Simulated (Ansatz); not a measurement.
The relaxed structure here is a generated cell of HfN: the first start was made by placing the elements on the sites of a structure type, and the end was not matched to a known phase here, so it may be hypothetical. Known forms of HfN include space group No. 225.

The end point of a relaxation of HfN. These are PBEsol (plane waves to 420 eV, PAW, scalar-relativistic; Ansatz, a first-principles code) values and carry that method's errors.

```
CELL_PARAMETERS angstrom
     -2.00455     2.00455     4.58734
      2.00455    -2.00455     4.58734
      2.00455     2.00455    -4.58734
ATOMIC_POSITIONS crystal
  Hf 0.32271 0.32271 0.00000
  Hf 0.67729 0.67729 0.00000
  N  0.25000 0.75000 0.50000
  N  0.75000 0.25000 0.50000
```

**Question.** Determine the symmetry and give the standard cell with its independent sites.

**Answer.** Space group I4/mmm (No. 139); a = 4.009 Å, b = 4.009 Å, c = 9.175 Å, α = 90.00°, β = 90.00°, γ = 90.00°

| atom | site | symmetry | x | y | z |
|---|---|---|---|---|---|
| Hf | 4e | 4mm | 0.0000 | 0.0000 | 0.3227 |
| N | 4d | -4m2 | 0.0000 | 0.5000 | 0.2500 |

**Question.** Give the shortest distances between elements (the closest pairs, up to four, under 3.6 Å).

**Answer.** Hf–N 2.11 Å; N–N 2.83 Å; Hf–Hf 3.13 Å.

The volume per atom comes out as 18.43 Å³ and the band gap comes out as no gap (metallic).

No spin polarisation in the result.

It was reached from a disturbed copy of a P4/nmm (No. 129) cell (AFLOW prototype AB_tP4_129_a_c (B10, as in PbO)), against which it lies -0.10 eV/atom.
